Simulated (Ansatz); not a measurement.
A: Hf (hcp, Mg type), a = b = 3.1979 Å, c = 5.0473 Å, α = β = 90.00°, γ = 120.00°
B: AlN (wurtzite), a = 3.107 Å, b = 3.107 Å, c = 4.979 Å, α = 90.00°, β = 90.00°, γ = 120.00°
C: Zr (hcp, Mg type), a = b = 3.246 Å, c = 5.151 Å, α = β = 90.00°, γ = 120.00°

Scan: energy over volume and axial ratio (atoms clamped). One method and one kind of scan serve all of them; meshes and ranges differ. All were relaxed with their symmetry unable to fall. Hf is run without spin polarisation. Spin-orbit coupling is left out. Zr is run without spin polarisation.

### Question
Order them by modulus against c/a change at fixed volume, (3/4V)·∂²E/∂(ln c/a)² (fitted) (lowest first) at the level r2SCAN (plane waves to 500 eV, PAW, scalar-relativistic; Ansatz, a first-principles code).

### Answer
C (52 GPa), A (69 GPa), B (209 GPa)

(A scan under strain: stresses follow from slopes of the energy per volume, elastic moduli from its curvatures.)
